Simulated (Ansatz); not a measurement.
CaSb₂Au₂: input and output

Input file of Ansatz 0.2.0:

```yaml
crystal:
  lattice:
    - [4.489433, 0.0, 0.0]
    - [-2.244717, 3.887964, 0.0]
    - [0.0, 0.0, 7.545402]
  atoms:
    - { symbol: Au, position: [0.3333, 0.6667, 0.6307] }
    - { symbol: Au, position: [0.6667, 0.3333, 0.3693] }
    - { symbol: Ca, position: [0.0, 0.0, 0.0] }
    - { symbol: Sb, position: [0.3333, 0.6667, 0.2571] }
    - { symbol: Sb, position: [0.6667, 0.3333, 0.7429] }
  symmetry: { tolerance: 0.0003 }
kpoints:
  mp_grid: { grid: [9, 9, 5], shift: [0, 0, 0] }
  band_path:
    path:
      - [0.0, 0.0, 0.0]
      - [0.5, 1.0e-08, 0.0]
      - [0.33333333, 0.33333334, 0.0]
      - [0.0, 0.0, 0.0]
      - [0.0, 0.0, 0.5]
      - [0.5, 1.0e-08, 0.5]
      - [0.33333333, 0.33333334, 0.5]
      - [0.0, 0.0, 0.5]
      - [0.5, 1.0e-08, 0.5]
      - [0.5, 1.0e-08, 0.0]
      - [0.33333333, 0.33333334, 0.5]
    npoints: 6
magnetization:
  spin_polarized: false
scf:
  occupations: { method: fermi_dirac }
  lower_state_search: "off"
  max_iter: 200
hamiltonian:
  pseudopotentials: { kind: paw }
  xc: pbe
basis:
  ecutwfc: 420
  fft_grid_basis: typed
output:
  forces: true
  stress: true
  eigenvalues: true
  bader: true
  populations: true
  elf: true
  write_potential: true
  volumetric_format: npy
  dos:
    e_range: [-12, 8]
    de: 0.05
    projected: { site_lists: { Au: [Au], Ca: [Ca], Sb: [Sb] } }
checkpoint:
  read: saved_state
```

The run starts from an earlier solution of this cell. 

Output (shortened):

```
Warning: the atoms were moved onto the symmetric positions of the space group found under crystal.symmetry.tolerance 3.0e-4 (fractional; no operation is sought that the atoms, as they stand in a round, miss by more than twice it, and no atom is moved by as much as it), and the run uses the moved positions.
Pseudopotentials: kind: paw
Pseudopotential: Au, paw, valence charge 19, recommended cutoff 420 eV (normal), Au.paw.azcp
Pseudopotential: Ca, paw, valence charge 10, recommended cutoff 420 eV (normal), Ca.paw.azcp
Pseudopotential: Sb, paw, valence charge 15, recommended cutoff 420 eV (normal), Sb.paw.azcp
Functional definition: PBE
  exchange = pbe_x(kappa = kappa, mu = beta*pi^2/3)
  correlation = pbe_c(beta = beta)
Crystal: 5 atoms, lattice volume = 131.703 Å³
Basis set: ecut = 420 eV, 2575 PW (Γ), exchange–correlation on 64×64×108 points (8 copies of the dense FFT grid, shifted against one another)
Bands: 47, of which v1, the nominal top of the filled ones, is band 39 counted from 1 (38 counted from 0)
Symmetry: 12 space group operations
Space group: P-3m1 (ITA 164), of the structure as read, at distance tolerance 1.5e-3 Å
k-points: 50 of 405
Initial density: read from a saved state, or passed on in memory by an earlier SCF of this step, an earlier step, the calling program or the single point that the run made first
Functional: x = pbe(κ = 0.804, μ = 0.2195), c = pbe(β = 0.0667)
SCF iter   1: F=—  Δρ=5.89e-4  dr2=3.12e-4
SCF iter   2: F=—  Δρ=2.76e-4  dr2=2.11e-4
SCF iter   3: F=—  Δρ=9.14e-5  dr2=1.54e-5
SCF iter   4: F=—  Δρ=2.56e-5  dr2=2.34e-6
SCF iter   5: F=—  Δρ=8.12e-6  dr2=2.96e-7
SCF iter   6: F=-41086.1903 eV  Δρ=2.72e-6  dr2=1.55e-8
Free energy (F): -41086.1903 eV
Harris-Foulkes:  -41086.1903 eV  (|F-HF|=1.16e-8)
Internal energy: -41086.0750 eV  (E = F + TS)
E sigma→0 (E₀):  -41086.1327 eV
Entropy (-TS):   -0.1153 eV (-23.069 meV/atom)
Fermi energy:    11.1706 eV
--- Per-component energies (eV) ---
  E_band       = -1181.9367
  E_kinetic    = 1902.2475
  E_local      = -9866.0774  (includes V_loc(G=0)·N_el)
  E_nonlocal   = 936.8406
  E_hartree    = 4270.8297
  E_xc         = -870.6081
  E_vxc        = -914.8935  (∫ρ·V_xc dr)
  E_paw        = -29425.0539  (= ΣΔE_a)
  E_vpaw       = -1781.7140  (= ΣTr[D̂ρ^β])
  E_aug_tail   = 0.0028  (compensation charges beyond the density's cutoff)
  E_ewald      = -8034.2562
  E_smearing   = -0.1153  (= −TS)
--- Forces (eV/Å), atoms counted from 1 ---
  atom   1  Au     0.0000     0.0000     0.1332
  atom   2  Au     0.0000     0.0000    -0.1332
  atom   3  Ca     0.0000     0.0000     0.0000
  atom   4  Sb     0.0000     0.0000    -0.0640
  atom   5  Sb     0.0000     0.0000     0.0640
--- Stress (GPa, compression-positive) ---
        1.8888       0.0000       0.0000
        0.0000       1.8888       0.0000
        0.0000       0.0000       0.3413
  P = ⅓ Tr σ = 1.3729 GPa (13.729 kbar)
--- Löwdin populations: 5 sites ---
  site symbol       q [e]
     0     Au     18.5850
     1     Au     18.5850
     2     Ca      8.4608
     3     Sb     15.8141
     4     Sb     15.8141
  spilling = 0.0095 (of n_electrons = 78.0000)
```

Origin: a known structure type with other elements, at an estimated volume, so it need not be a known compound.
